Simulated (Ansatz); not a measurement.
Input, command and steps of an Ansatz relaxation.

```yaml
crystal:
  lattice:
    - [-4.2235302601, 4.2235302601, 4.2235302601]
    - [4.2235302601, -4.2235302601, 4.2235302601]
    - [4.2235302601, 4.2235302601, -4.2235302601]
  atoms:
    - { symbol: Si, position: [0.5, 0.0, 0.78249537] }
    - { symbol: Si, position: [0.28249537, 0.28249537, 0.28249537] }
    - { symbol: Si, position: [0.5, 0.0, 0.21750463] }
    - { symbol: Si, position: [0.71750463, 0.71750463, 0.71750463] }
    - { symbol: Si, position: [0.78249537, 0.5, 0.0] }
    - { symbol: Si, position: [0.0, 0.21750463, 0.5] }
    - { symbol: Si, position: [0.21750463, 0.5, 0.0] }
    - { symbol: Si, position: [0.0, 0.78249537, 0.5] }
    - { symbol: O, position: [0.68022506, 0.93022506, 0.75] }
    - { symbol: O, position: [0.75, 0.68022506, 0.93022506] }
    - { symbol: O, position: [0.81977494, 0.56977494, 0.25] }
    - { symbol: O, position: [0.75, 0.18022506, 0.43022506] }
    - { symbol: O, position: [0.06977494, 0.25, 0.31977494] }
    - { symbol: O, position: [0.5, 0.0, 0.0] }
    - { symbol: O, position: [0.25, 0.81977494, 0.56977494] }
    - { symbol: O, position: [0.43022506, 0.75, 0.18022506] }
    - { symbol: O, position: [0.31977494, 0.06977494, 0.25] }
    - { symbol: O, position: [0.18022506, 0.43022506, 0.75] }
    - { symbol: O, position: [0.93022506, 0.75, 0.68022506] }
    - { symbol: O, position: [0.5, 0.5, 0.5] }
    - { symbol: O, position: [0.25, 0.31977494, 0.06977494] }
    - { symbol: O, position: [0.0, 0.5, 0.0] }
    - { symbol: O, position: [0.0, 0.0, 0.5] }
    - { symbol: O, position: [0.56977494, 0.25, 0.81977494] }
basis:
  ecutwfc: 420
kpoints:
  mp_grid: { grid: [4, 4, 4] }
hamiltonian:
  xc: lda
scf:
  occupations: { method: gaussian, width: 0.02 }
output:
  forces: true
  stress: true
  eigenvalues: true
relax:
  adjacent_minimum: "off"
  f_tol: 0.01
  max_steps: 40
```

```bash
ansatz run input.yaml --threads 4 --pin off --max-ram 10240MiB --backend cpu --events-out ev --progress --plain --runs-dir out
```

The calculation used Ansatz, DFT LDA, scalar-relativistic, plane waves, PAW.

Of 4 frames 3 are shown, positions in Å and forces in eV/Å; the SCF threshold varies from step to step.

```xyz
24
Lattice="-4.2235 4.2235 4.2235 4.2235 -4.2235 4.2235 4.2235 4.2235 -4.2235" Properties=species:S:1:pos:R:3:forces:R:3 pbc="T T T" step=1 free_energy_over_end_meV_per_atom=0.26
Si    1.1931    5.4167   -1.1931    0.0063    0.0063   -0.0063
Si    1.1931    1.1931    1.1931    0.0063    0.0063    0.0063
Si   -1.1931    3.0304    1.1931   -0.0063   -0.0063    0.0063
Si    3.0304    3.0304    3.0304   -0.0063   -0.0063   -0.0063
Si   -1.1931    1.1931    5.4167   -0.0063    0.0063    0.0063
Si    3.0304    1.1931   -1.1931   -0.0063    0.0063   -0.0063
Si    1.1931   -1.1931    3.0304    0.0063   -0.0063   -0.0063
Si    5.4167   -1.1931    1.1931    0.0063   -0.0063    0.0063
O     4.2235    2.1118    3.6341    0.0000    0.0000   -0.0915
O     3.6341    4.2235    2.1118   -0.0915    0.0000    0.0000
O     0.0000    2.1118    4.8129    0.0000    0.0000    0.0915
O    -0.5894    4.2235    2.1118   -0.0915    0.0000    0.0000
O     2.1118    0.5894    0.0000    0.0000    0.0915    0.0000
O    -2.1118    2.1118    2.1118    0.0000    0.0000    0.0000
O     4.8129    0.0000    2.1118    0.0915    0.0000    0.0000
O     2.1118   -0.5894    4.2235    0.0000   -0.0915    0.0000
O     0.0000    2.1118    0.5894    0.0000    0.0000    0.0915
O     4.2235    2.1118   -0.5894    0.0000    0.0000   -0.0915
O     2.1118    3.6341    4.2235    0.0000   -0.0915    0.0000
O     2.1118    2.1118    2.1118    0.0000    0.0000    0.0000
O     0.5894    0.0000    2.1118    0.0915    0.0000    0.0000
O     2.1118   -2.1118    2.1118    0.0000    0.0000    0.0000
O     2.1118    2.1118   -2.1118    0.0000    0.0000    0.0000
O     2.1118    4.8129    0.0000    0.0000    0.0915    0.0000
24
Lattice="-4.2235 4.2235 4.2235 4.2235 -4.2235 4.2235 4.2235 4.2235 -4.2235" Properties=species:S:1:pos:R:3:forces:R:3 pbc="T T T" step=2 free_energy_over_end_meV_per_atom=0.14
Si    1.1938    5.4174   -1.1938   -0.0076   -0.0076    0.0076
Si    1.1938    1.1938    1.1938   -0.0076   -0.0076   -0.0076
Si   -1.1938    3.0297    1.1938    0.0076    0.0076   -0.0076
Si    3.0297    3.0297    3.0297    0.0076    0.0076    0.0076
Si   -1.1938    1.1938    5.4174    0.0076   -0.0076   -0.0076
Si    3.0297    1.1938   -1.1938    0.0076   -0.0076    0.0076
Si    1.1938   -1.1938    3.0297   -0.0076    0.0076    0.0076
Si    5.4174   -1.1938    1.1938   -0.0076    0.0076   -0.0076
O     4.2235    2.1118    3.6312    0.0000    0.0000   -0.0701
O     3.6312    4.2235    2.1118   -0.0701    0.0000    0.0000
O     0.0000    2.1118    4.8159    0.0000    0.0000    0.0701
O    -0.5924    4.2235    2.1118   -0.0701    0.0000    0.0000
O     2.1118    0.5924    0.0000    0.0000    0.0701    0.0000
O    -2.1118    2.1118    2.1118    0.0000    0.0000    0.0000
O     4.8159    0.0000    2.1118    0.0701    0.0000    0.0000
O     2.1118   -0.5924    4.2235    0.0000   -0.0701    0.0000
O     0.0000    2.1118    0.5924    0.0000    0.0000    0.0701
O     4.2235    2.1118   -0.5924    0.0000    0.0000   -0.0701
O     2.1118    3.6312    4.2235    0.0000   -0.0701    0.0000
O     2.1118    2.1118    2.1118    0.0000    0.0000    0.0000
O     0.5924    0.0000    2.1118    0.0701    0.0000    0.0000
O     2.1118   -2.1118    2.1118    0.0000    0.0000    0.0000
O     2.1118    2.1118   -2.1118    0.0000    0.0000    0.0000
O     2.1118    4.8159    0.0000    0.0000    0.0701    0.0000
24
Lattice="-4.2235 4.2235 4.2235 4.2235 -4.2235 4.2235 4.2235 4.2235 -4.2235" Properties=species:S:1:pos:R:3:forces:R:3 pbc="T T T" step=4 free_energy_over_end_meV_per_atom=0.00
Si    1.1949    5.4184   -1.1949    0.0021    0.0021   -0.0021
Si    1.1949    1.1949    1.1949    0.0021    0.0021    0.0021
Si   -1.1949    3.0287    1.1949   -0.0021   -0.0021    0.0021
Si    3.0287    3.0287    3.0287   -0.0021   -0.0021   -0.0021
Si   -1.1949    1.1949    5.4184   -0.0021    0.0021    0.0021
Si    3.0287    1.1949   -1.1949   -0.0021    0.0021   -0.0021
Si    1.1949   -1.1949    3.0287    0.0021   -0.0021   -0.0021
Si    5.4184   -1.1949    1.1949    0.0021   -0.0021    0.0021
O     4.2235    2.1118    3.6232    0.0000    0.0000    0.0003
O     3.6232    4.2235    2.1118    0.0003    0.0000    0.0000
O     0.0000    2.1118    4.8238    0.0000    0.0000   -0.0003
O    -0.6003    4.2235    2.1118    0.0003    0.0000    0.0000
O     2.1118    0.6003    0.0000    0.0000   -0.0003    0.0000
O    -2.1118    2.1118    2.1118    0.0000    0.0000    0.0000
O     4.8238    0.0000    2.1118   -0.0003    0.0000    0.0000
O     2.1118   -0.6003    4.2235    0.0000    0.0003    0.0000
O     0.0000    2.1118    0.6003    0.0000    0.0000   -0.0003
O     4.2235    2.1118   -0.6003    0.0000    0.0000    0.0003
O     2.1118    3.6232    4.2235    0.0000    0.0003    0.0000
O     2.1118    2.1118    2.1118    0.0000    0.0000    0.0000
O     0.6003    0.0000    2.1118   -0.0003    0.0000    0.0000
O     2.1118   -2.1118    2.1118    0.0000    0.0000    0.0000
O     2.1118    2.1118   -2.1118    0.0000    0.0000    0.0000
O     2.1118    4.8238    0.0000    0.0000   -0.0003    0.0000
```

Time: 31 s on 4 threads of Intel(R) Xeon(R) Processor @ 2.50GHz (Skylake/Cascade Lake) (shared host), peak memory 0.95 GiB.